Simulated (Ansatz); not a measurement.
CuI:
```
CuI
1.0
    0.00000     2.96934     2.96934
    2.96934     0.00000     2.96934
    2.96934     2.96934     0.00000
Cu I
1 1
Cartesian
  4.45401   4.45401   4.45401
  0.00000   0.00000   0.00000
```

Relaxed with PBEsol. Special points in fractions of this cell's reciprocal vectors: Γ (0.000, 0.000, 0.000); X (0.500, 0.000, 0.500); U (0.625, 0.250, 0.625); K (0.375, 0.375, 0.750); L (0.500, 0.500, 0.500); W (0.500, 0.250, 0.750).

Question: List the band energies nearest the valence-band maximum at these points for plane-wave PAW PBEsol (Ansatz code).

Answer: In eV from the valence-band maximum; about four levels below and three above (degenerate sets whole), none deeper than 8.9 eV; points with the same levels are listed once.

```tsv
k	below	above
Γ	-2.14 -2.14 0.00 0.00 0.00	1.17 4.77 4.77 4.77
X	-2.08 -2.04 -1.74 -1.74	2.47 2.80 9.50
U	-2.11 -1.99 -1.75 -1.45	2.95 4.66 7.62
L	-2.11 -2.11 -2.06 -0.82 -0.82	2.11 5.33 5.33
W	-2.21 -2.05 -1.85 -1.48	4.55 4.70 6.00
```

Space group F-43m (zinc blende). The cell was relaxed with PBEsol under the symmetry of its start. The run is not spin-polarised. Spin–orbit coupling is left out wherever it is not named.

Potentials: the earlier of the program's two PAW sets. The files were generated under PBE; for other functionals the program regenerates the frozen cores, and for LDA and PBEsol the local potential too.
